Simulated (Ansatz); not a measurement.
AlP (rock salt, space group No. 225), the program Ansatz at the PBE+D3(BJ) level (PAW), all energies at zero smearing, with the estimated change up to a 700 eV cutoff added, with one set of potentials and settings (totals compare only within such a set). Cell of 2 atoms (1 Al, 1 P): -1294.650 eV.

```tsv
element	reference phase	E (eV/atom)
Al	Fm-3m, 1 atoms in the cell	-537.8451
P	Cmce, 4 atoms in the cell	-756.0396
```

Formation energy per atom, worked out: (-1294.650 − 1×(-537.8451) − 1×(-756.0396))/2 = -0.383 eV/atom (-37 kJ per mol of atoms), at 0 K, without zero-point energy or fitted corrections.

The start of the workflow was typed in or built on a structure type; neither database checked (COD, Materials Project) lists it. It is not the phase usual at ambient conditions (space group No. 216). The cell was relaxed with PBE+D3(BJ) under the symmetry of its start; its stability against distortions is not shown here. The references are the lowest solids computed at this level, not always the standard phases.

Potentials: the earlier of the program's two PAW sets.
